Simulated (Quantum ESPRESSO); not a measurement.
Os2In2Ru3Ta, input and log of a self-consistent run

Computed values, not a measurement. The program is pw.x of Quantum ESPRESSO 7.5 (plane-wave density functional theory). The cell is made up: eight metal atoms on a face-centred cubic lattice, with elements, volume, strain and displacements drawn at random and not relaxed, so it may be unstable or far from any real phase. PseudoDojo standard norm-conserving files set the functional (PBE unless stated); there is no spin polarisation or spin-orbit coupling, the Fermi-Dirac width of 0.25 eV means electrons at about 2900 K, and the masses in the input are unused placeholders. Heavy elements are run without spin-orbit coupling, which real alloys of them have. A spin test at this wide smearing found no moment, but such smearing suppresses magnetism that the real alloy may have.

Input:

```
&control calculation='scf', pseudo_dir='./dojo.nc.sr.pbe.v0_5.standard.upf', outdir='./o', disk_io='minimal', tprnfor=.true., tstress=.true. /
&system ibrav=0, nat=8, ntyp=4, nbnd=76, ecutwfc=84.00895049, nosym=.true., tot_charge=0,
 occupations='smearing', smearing='fd', degauss=0.0183746611
/
&electrons conv_thr=1.470e-08, electron_maxstep=70, mixing_beta=0.5 /
ATOMIC_SPECIES
In 1.0 In.upf
Os 1.0 Os.upf
Ru 1.0 Ru.upf
Ta 1.0 Ta.upf
CELL_PARAMETERS angstrom
0.0 -1.9921 -1.9921
-5.9764 -1.9921 0.0
-1.9921 3.9843 -5.9764
ATOMIC_POSITIONS angstrom
Os -0.0694 -0.0934 -0.0644
In -2.0249 1.9443 -3.9605
In -1.9965 0.0385 -1.8923
Ru -4.0256 2.0517 -5.9822
Ta -3.9196 0.0083 -4.0316
Ru -3.9561 -1.9876 -1.9585
Ru -5.9547 -0.0197 -5.9849
Os -5.9288 -1.9458 -4.0278
K_POINTS automatic
9 4 3 1 1 1
```

The log is shortened where brackets say so; the opening notice, blank lines, dates and the lines on written files are dropped, and the path of the files is cut. It prints rydbergs, bohrs and kilobars, and counts compression as positive stress. Its total energy is the free energy E - TS of the whole cell.

```
     Program PWSCF v.7.5
     Parallel version (MPI & OpenMP), running on       4 processor cores
     Number of MPI processes:                 4
     Threads/MPI process:                     1
     [start-up lines left out]
     bravais-lattice index     =            0
     lattice parameter (alat)  =       5.3238  a.u.
     unit-cell volume          =     853.6208 (a.u.)^3
     number of atoms/cell      =            8
     number of atomic types    =            4
     number of electrons       =       119.00
     number of Kohn-Sham states=           76
     kinetic-energy cutoff     =      84.0090  Ry
     charge density cutoff     =     336.0358  Ry
     scf convergence threshold =      1.5E-08
     mixing beta               =       0.5000
     number of iterations used =            8  plain     mixing
     Exchange-correlation= PBE
                           (   1   4   3   4   0   0   0)
     [axes and pseudopotential details left out]
   Cartesian axes
     site n.     atom                  positions (alat units)
         1        Os     tau(   1) = (  -0.0246339  -0.0331528  -0.0228591  )
         2        In     tau(   2) = (  -0.7187493   0.6901399  -1.4058011  )
         3        In     tau(   3) = (  -0.7086686   0.0136658  -0.6716822  )
         4        Ru     tau(   4) = (  -1.4289087   0.7282621  -2.1234146  )
         5        Ta     tau(   5) = (  -1.3912834   0.0029461  -1.4310385  )
         6        Ru     tau(   6) = (  -1.4042393  -0.7055095  -0.6951803  )
         7        Ru     tau(   7) = (  -2.1136533  -0.0069926  -2.1243730  )
         8        Os     tau(   8) = (  -2.1044600  -0.6906723  -1.4296896  )
     number of k points=    54  Fermi-Dirac smearing, width (Ry)=  0.0184
                       cart. coord. in units 2pi/alat
        k(    1) = (  -0.0552417  -0.0110489  -0.0675185), wk =   0.0370370
        k(    2) = (   0.0036819  -0.1878225   0.1092550), wk =   0.0370370
     [further k points left out]
     Dense  grid:    88721 G-vectors     FFT dimensions: (  32,  72,  90)
     Estimated max dynamical RAM per process >     350.70 MB
     Estimated total dynamical RAM >       1.31 GB
     Initial potential from superposition of free atoms
     starting charge     118.9885, renormalised to     119.0000
     Starting wfcs are   78 randomized atomic wfcs
     total cpu time spent up to now is        6.9 secs
     per-process dynamical memory:   271.0 Mb
     Self-consistent Calculation
     iteration #  1     ecut=    84.01 Ry     beta= 0.50
     Davidson diagonalization with overlap
     ethr =  1.00E-02,  avg # of iterations =  5.4
     total cpu time spent up to now is       26.0 secs
     total energy              =   -1405.28059661 Ry
     estimated scf accuracy    <       3.01544359 Ry
     iteration #  2     ecut=    84.01 Ry     beta= 0.50
     Davidson diagonalization with overlap
     ethr =  2.53E-03,  avg # of iterations =  3.3
     total cpu time spent up to now is       44.5 secs
     total energy              =   -1403.75325376 Ry
     estimated scf accuracy    <      57.26303883 Ry
     iteration #  3     ecut=    84.01 Ry     beta= 0.50
     Davidson diagonalization with overlap
     ethr =  2.53E-03,  avg # of iterations =  3.1
     total cpu time spent up to now is       62.0 secs
     total energy              =   -1406.45909468 Ry
     estimated scf accuracy    <       9.36858546 Ry
     iteration #  4     ecut=    84.01 Ry     beta= 0.50
     Davidson diagonalization with overlap
     ethr =  2.53E-03,  avg # of iterations =  1.5
     total cpu time spent up to now is       76.3 secs
     total energy              =   -1406.98096536 Ry
     estimated scf accuracy    <       0.56053191 Ry
     iteration #  5     ecut=    84.01 Ry     beta= 0.50
     Davidson diagonalization with overlap
     ethr =  4.71E-04,  avg # of iterations =  2.2
     total cpu time spent up to now is       91.8 secs
     total energy              =   -1407.00777940 Ry
     estimated scf accuracy    <       0.66831503 Ry
     [iterations 6 to 15 left out]
     iteration # 16     ecut=    84.01 Ry     beta= 0.50
     Davidson diagonalization with overlap
     ethr =  1.64E-09,  avg # of iterations =  1.0
     total cpu time spent up to now is      251.7 secs
     total energy              =   -1407.06503504 Ry
     estimated scf accuracy    <       0.00000038 Ry
     iteration # 17     ecut=    84.01 Ry     beta= 0.50
     Davidson diagonalization with overlap
     ethr =  3.23E-10,  avg # of iterations =  2.1
     total cpu time spent up to now is      265.9 secs
     total energy              =   -1407.06503505 Ry
     estimated scf accuracy    <       0.00000060 Ry
     iteration # 18     ecut=    84.01 Ry     beta= 0.50
     Davidson diagonalization with overlap
     ethr =  3.23E-10,  avg # of iterations =  1.0
     total cpu time spent up to now is      279.0 secs
     total energy              =   -1407.06503509 Ry
     estimated scf accuracy    <       0.00000005 Ry
     iteration # 19     ecut=    84.01 Ry     beta= 0.50
     Davidson diagonalization with overlap
     ethr =  3.90E-11,  avg # of iterations =  3.1
     total cpu time spent up to now is      294.4 secs
     total energy              =   -1407.06503509 Ry
     estimated scf accuracy    <       0.00000011 Ry
     iteration # 20     ecut=    84.01 Ry     beta= 0.50
     Davidson diagonalization with overlap
     ethr =  3.90E-11,  avg # of iterations =  1.2
     total cpu time spent up to now is      308.1 secs
     End of self-consistent calculation
     [lines on levels left out]
!    total energy              =   -1407.06503509 Ry
     estimated scf accuracy    <          1.8E-09 Ry
     smearing contrib. (-TS)   =      -0.12227042 Ry
     internal energy E=F+TS    =   -1406.94276468 Ry
     The total energy is F=E-TS. E is the sum of the following terms:
     one-electron contribution =    -240.90872822 Ry
     hartree contribution      =     208.20255851 Ry
     xc contribution           =    -294.99971532 Ry
     ewald contribution        =   -1079.23687965 Ry
     convergence has been achieved in  20 iterations
     Forces acting on atoms (cartesian axes, Ry/au):
     atom    1 type  2   force =     0.09422781    0.01663965    0.02190162
     atom    2 type  1   force =     0.07770951    0.07364675   -0.07255258
     atom    3 type  1   force =     0.03280941   -0.04590739    0.00047579
     atom    4 type  3   force =    -0.02008577   -0.02000067    0.00814429
     atom    5 type  4   force =    -0.18704455   -0.01009395    0.02876744
     atom    6 type  3   force =    -0.08319685   -0.02205139    0.02312282
     atom    7 type  3   force =     0.00665200    0.03108266   -0.03173160
     atom    8 type  2   force =     0.07892843   -0.02331567    0.02187222
     Total force =     0.289037     Total SCF correction =     0.000260
     Computing stress (Cartesian axis) and pressure
          total   stress  (Ry/bohr**3)                   (kbar)     P=       52.74
   0.00018119  -0.00004156  -0.00002094           26.65       -6.11       -3.08
  -0.00004156   0.00042966   0.00006250           -6.11       63.20        9.19
  -0.00002094   0.00006250   0.00046462           -3.08        9.19       68.35
     init_run     :      6.52s CPU      6.79s WALL (       1 calls)
     electrons    :    294.88s CPU    301.20s WALL (       1 calls)
     forces       :      2.25s CPU      2.26s WALL (       1 calls)
     stress       :      7.42s CPU      7.42s WALL (       1 calls)
     [timing details left out]
     PWSCF        :   5m11.23s CPU   5m17.86s WALL
     JOB DONE.
```

In other units: free energy -19144.095 eV for the cell, pressure 5.27 GPa, largest force component 4.809 eV/Å in size. The run took 320 s of wall time with four MPI processes on a shared machine (Intel Xeon, 2023 or later, virtual cores), so the time is rough. A rerun of this cell at a higher cutoff and on a denser mesh moved values by no more than 0.011 eV in energy, 0.12 GPa in stress and 0.016 eV/Å in force, and a second program with other atomic files agreed on that cell to 2 % rms in force and 0.5 GPa in pressure.